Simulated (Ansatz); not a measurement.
Input and output of a single-point calculation on Ga₄Sb₃P as one 8-atom ordering on the zincblende lattice (Ansatz 0.2.0, r2SCAN). The cell was relaxed beforehand with r2SCAN.

```yaml
crystal:
  lattice:
    - [5.961310452, 0.0, 0.0]
    - [0.0, 5.961310452, 0.0]
    - [0.0, 0.0, 5.961310452]
  atoms:
    - { symbol: P, position: [0.0, 0.0, 0.0] }
    - { symbol: Ga, position: [0.7637173562, 0.7637173562, 0.7637173562] }
    - { symbol: Sb, position: [0.5, 0.5, 0.0] }
    - { symbol: Ga, position: [0.2362826438, 0.2362826438, 0.7637173562] }
    - { symbol: Sb, position: [0.5, 0.0, 0.5] }
    - { symbol: Ga, position: [0.2362826438, 0.7637173562, 0.2362826438] }
    - { symbol: Sb, position: [0.0, 0.5, 0.5] }
    - { symbol: Ga, position: [0.7637173562, 0.2362826438, 0.2362826438] }
kpoints:
  mp_grid: { grid: [4, 4, 4] }
  band_path:
    path: [[0.0, 0.0, 0.0], [0.0, 0.5, 0.0], [0.5, 0.5, 0.0], [0.5, 0.5, 0.5]]
    npoints: 1
hamiltonian:
  xc: r2scan
scf:
  occupations: { method: fermi_dirac, width: 0.02 }
  n_extra_bands: 6
output:
  forces: true
  stress: true
  eigenvalues: true
```

Some lines of the output have been replaced by numbered gaps.
```
scf.n_extra_bands = 6 over 51 filled bands (N_el = 102.0): the run solves 57 bands
Pseudopotential: P, paw, valence charge 5, recommended cutoff 500 eV (meta_gga)
Pseudopotential: Ga, paw, valence charge 13, recommended cutoff 500 eV (meta_gga)
Pseudopotential: Sb, paw, valence charge 15, recommended cutoff 500 eV (meta_gga)
Functional definition: r2SCAN
Crystal: 8 atoms, lattice volume = 211.848 Å³
[1]
[2]
Free energy (F): -35419.632167 eV
Internal energy: -35419.632109 eV  (E = F + TS)
E sigma→0 (E₀):  -35419.632138 eV
Entropy (-TS):   -0.000058 eV (-0.007 meV/atom)
[3]
--- Per-component energies (eV) ---
  E_band       = -901.584149
  E_kinetic    = 1149.214951
  E_local      = -14000.706906
  E_nonlocal   = 2831.435900
  E_hartree    = 6462.687804
  E_xc         = -688.249446
  E_vxc        = -609.119503
  E_paw        = -22400.088542
  E_vpaw       = -3233.965288
  E_vtau       = 36.172760
  E_ewald      = -8772.740682
  E_core_change = -1.185011
  E_smearing   = -0.000058
--- Forces (eV/Å), atoms counted from 1 ---
  atom   1  P       0.00000      0.00000      0.00000
  atom   2  Ga      0.00017      0.00017      0.00017
  atom   3  Sb      0.00000      0.00000      0.00000
  atom   4  Ga    -0.00017    -0.00017      0.00017
  atom   5  Sb      0.00000      0.00000      0.00000
  atom   6  Ga    -0.00017      0.00017    -0.00017
  atom   7  Sb      0.00000      0.00000      0.00000
  atom   8  Ga      0.00017    -0.00017    -0.00017
--- Stress (GPa, compression-positive) ---
[4]
--- Band table (eV; the first three rows and the last of 10) ---
[5]
```

The rows of the band table are 0: (0, 0, 0) = Γ, 1: (0, 0, 1/4), 2: (0, 0, -1/2) = X, 9: (-1/2, -1/2, -1/2) = R.

Task: What stood in the gaps? They hold the stress, the Fermi energy and the band table, cutoff and plane waves at Γ, the symmetry found.

Result:
```
[1]
Basis set: ecut = 500 eV, 5449 PW (Γ)
[2]
Symmetry: 24 space group operations
Space group: P-43m (ITA 215)
[3]
Fermi energy:    7.615474 eV
[4]
       -0.011837       0.000000       0.000000
        0.000000      -0.011837       0.000000
        0.000000       0.000000      -0.011837
  P = ⅓ Tr σ = -0.0118 GPa (-0.118 kbar)
[5]
  k-point 0: bands = […, 4.8741, 4.8741, 4.8741, 7.4949, 7.4949, 7.4949, 7.9763, 8.7002, 8.7002, 8.7002, …]
  k-point 1: bands = […, 4.4733, 4.9588, 4.9588, 5.6600, 6.8162, 6.8162, 8.6174, 9.3638, 9.5636, 9.7487, …]
  k-point 2: bands = […, 4.1550, 4.3082, 5.3820, 5.3820, 6.0457, 6.0457, 8.8545, 9.2628, 10.4687, 10.6442, …]
  k-point 9: bands = […, 5.5827, 6.4710, 6.4710, 6.4710, 6.7691, 6.7691, 7.7139, 8.5637, 8.5637, 8.5637, …]
```
Only the leading digits can be foreseen; the rest is this run's record.

Command: `ansatz run input.yaml --threads 4 --pin off --max-ram 6451MiB --backend cpu --events-out ev --progress --plain --runs-dir out`. Wall time 7 s on 4 threads of Arm Neoverse V2, with other jobs on the host, load about 0.4 per core; peak host memory 0.93 GiB.

The calculation is spin-unpolarised, and the structure need not be a phase that has been made.

No spin-orbit coupling is included; it can move band edges with weight on the heavy atoms by tenths of an eV.
